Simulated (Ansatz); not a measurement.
input.yaml (Ansatz)

```yaml
crystal:
  lattice:
    - [-3.7163089849, 3.718883227, 2.0197053851]
    - [3.718883227, -3.7163089849, 2.0197053851]
    - [3.7138196194, 3.7138196194, -2.0149906559]
  atoms:
    - { symbol: Sr, position: [8.22271e-05, 0.9999177729, 1.0] }
    - { symbol: Sr, position: [0.7499177729, 0.2500822271, 0.5] }
hamiltonian:
  xc: r2scan
  pseudopotentials:
    kind: paw
    azcp:
      Sr: "pseudopotentials/Sr.paw.azcp"
basis:
  ecutwfc: 500
  fft_grid_basis: typed
kpoints:
  mp_grid: { grid: [15, 15, 10], shift: [0, 0, 0] }
magnetization:
  spin_polarized: false
scf:
  occupations: { method: fermi_dirac, width: 0.1 }
```

Output

```
Engine: ansatz 0.2.0, x86_64-unknown-linux-gnu
Pseudopotentials: kind: paw
Pseudopotential: Sr, paw, valence charge 10, recommended cutoff 500 eV (meta_gga) 
Functional definition: r2SCAN
  parameter k0 = 0.174
  parameter k1 = 0.065
  parameter a1 = 4.9479
  exchange = r2scan_x(k0 = k0, k1 = k1, a1 = a1)
  correlation = r2scan_c
Crystal: 2 atoms, lattice volume = 111.579 Å³
Basis set: ecut = 500 eV, 2847 PW (Γ), exchange–correlation on 180×180×180 points (64 copies of the dense FFT grid, shifted against one another)
Bands: 14, of which v1, the nominal top of the filled ones, is band 10 counted from 1 (9 counted from 0)
Symmetry: 4 space group operations
Space group: C2/c (ITA 15), of the structure as read, at distance tolerance 4.8e-5 Å
k-points: 608 of 2250
Non-local potential: Sr, projectors of the file, l = 0: 3, l = 1: 2, l = 2: 2
PAW form: soft (Blöchl's): semilocal exchange-correlation on the pseudo side does not see the compensation charge
PAW frozen core: Sr, regenerated for the run's functional (the file was generated under x = pbe(κ = 0.804, μ = 0.2195149727645171), c = pbe(β = 0.06672455060314922))
PAW one-centre angular grid: Sr, 302 points (default); XC on 160 Gauss nodes
Initial density: superposition of atomic densities (neutral atoms: chi_scale 0, normalization atom), corrected by the library's trained network
Initial wavefunctions: pseudopotential atomic-orbital guess
Functional: x = r2scan, c = r2scan; τ floored in thin density (d = 2e-4 eV/Å³)
SCF iter   1: F=—  HF=-7109.727531 eV  |F-HF|=—  |Δ(HF+E_count)|=         —  Δρ=3.15e-3  dr2=2.09e-2  dr2_τ=4.55e-3  ethr=1.77e-3  ⟨swp⟩=8.2  Hψ=64941  notcnv=0
SCF iter   2: F=—  HF=-7109.784186 eV  |F-HF|=—  |Δ(HF+E_count)|=   5.67e-2  Δρ=2.52e-3  dr2=1.30e-2  dr2_τ=1.65e-4  ethr=1.05e-4  ⟨swp⟩=2.0  Hψ=20596  notcnv=0
SCF iter   3: F=—  HF=-7109.785517 eV  |F-HF|=—  |Δ(HF+E_count)|=   1.33e-3  Δρ=8.74e-4  dr2=2.27e-3  dr2_τ=2.50e-4  ethr=6.51e-5  ⟨swp⟩=1.9  Hψ=12294  notcnv=0
SCF iter   4: F=—  HF=-7109.785368 eV  |F-HF|=—  |Δ(HF+E_count)|=   1.48e-4  Δρ=5.07e-4  dr2=9.50e-5  dr2_τ=7.09e-6  ethr=1.13e-5  ⟨swp⟩=2.8  Hψ=14667  notcnv=0
SCF iter   5: F=—  HF=-7109.785410 eV  |F-HF|=—  |Δ(HF+E_count)|=   4.14e-5  Δρ=5.29e-5  dr2=5.52e-6  dr2_τ=1.96e-7  ethr=4.75e-7  ⟨swp⟩=3.0  Hψ=15350  notcnv=0
SCF iter   6: F=—  HF=-7109.785408 eV  |F-HF|=—  |Δ(HF+E_count)|=   1.66e-6  Δρ=4.53e-5  dr2=1.52e-6  dr2_τ=4.55e-7  ethr=2.76e-8  ⟨swp⟩=2.9  Hψ=16077  notcnv=0
SCF iter   7: F=—  HF=-7109.785409 eV  |F-HF|=—  |Δ(HF+E_count)|=   1.18e-6  Δρ=1.32e-5  dr2=1.87e-7  dr2_τ=4.38e-8  ethr=7.61e-9  ⟨swp⟩=2.0  Hψ=9850  notcnv=0
SCF iter   8: F=-7109.785409 eV  HF=-7109.785409 eV  |F-HF|=8.42e-9  |Δ(HF+E_count)|=   1.18e-7  Δρ=3.03e-6  dr2=6.90e-9  dr2_τ=3.98e-9  ethr=5.00e-10  ⟨swp⟩=2.2  Hψ=17396  notcnv=0
SCF 1 converged in 8 iterations: F = -7109.785409 eV  dr2 = 6.90e-9
SCF converged after 8 iterations
Free energy (F): -7109.785409 eV
Harris-Foulkes:  -7109.785409 eV  (|F-HF|=8.42e-9)
Internal energy: -7109.688012 eV  (E = F + TS)
E sigma→0 (E₀):  -7109.736710 eV
Entropy (-TS):   -0.097398 eV (-48.699 meV/atom)
Fermi energy:    4.858178 eV
--- Per-component energies (eV) ---
  E_band       = -292.247043
  E_kinetic    = 484.046287
  E_local      = -1565.797734  (includes V_loc(G=0)·N_el)
  E_nonlocal   = 403.700612
  E_hartree    = 399.410055
  E_xc         = -322.245524
  E_vxc        = -348.323945  (∫ρ·V_xc dr)
  E_paw        = -5431.377201  (= ΣΔE_a)
  E_vpaw       = -83.271028  (= ΣTr[D̂ρ^β])
  E_aug_tail   = -0.000001  (compensation charges beyond the density's cutoff)
  E_vtau       = 18.578828  (kinetic-family band-sum trace: ∫τ·v_τ [+ j·A + Jᵃ·Aᵃ] dr)
  E_ewald      = -1077.132432
  E_core_change = -0.292073  (= ΣΔE_core)
  E_smearing   = -0.097398  (= −TS)
  E_closure    = -0.000000  (closes the sum)
  Σ components = -7109.785409   (vs F -7109.785409, Δ=0.00e0)
```

Launched by

```sh
ansatz run input.yaml --threads 1 --pin off --max-ram 3584MiB --backend cpu --events-out ev --progress --plain --runs-dir out
```

On 1 thread of Intel(R) Xeon(R) Platinum 8259CL CPU @ 2.50GHz (Skylake/Cascade Lake) (shared host) this took about 120 s of wall time and 120 s of CPU time.
